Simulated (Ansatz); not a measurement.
ZrTa (L1₀ or tetragonal B2, P4/mmm) under volume change, DFT-r²SCAN in the program Ansatz with PAW potentials, shape and atoms relaxed at each volume.

```
V (Å³/atom)  E − E(relaxed) (meV/atom)  P (GPa)
-----------  -------------------------  -------
18.648                            76.0    14.01
19.263                            32.6     8.75
19.878                             7.9     4.18
20.493                             0.0     0.00
21.107                             7.4    -3.79
21.722                            28.5    -7.15
22.337                            61.7   -10.11
```

### Question
What does a third-order Birch–Murnaghan fit give for V₀, B₀ and B′?

### Answer
V₀ = 20.49 Å³/atom, B₀ = 132 GPa, B′ = 2.7.

The start of the workflow was typed in or built on a structure type; neither database checked (COD, Materials Project) lists it. Its standing as an ambient phase is unchecked. Symmetry was held in the r²SCAN relaxation; its stability against distortions is not shown here. No spin polarisation was allowed. Its formation energy is positive at this level, so the cell may be metastable or incomplete. Spin–orbit coupling is left out wherever it is not named.

Potentials: the later of the program's two PAW sets.
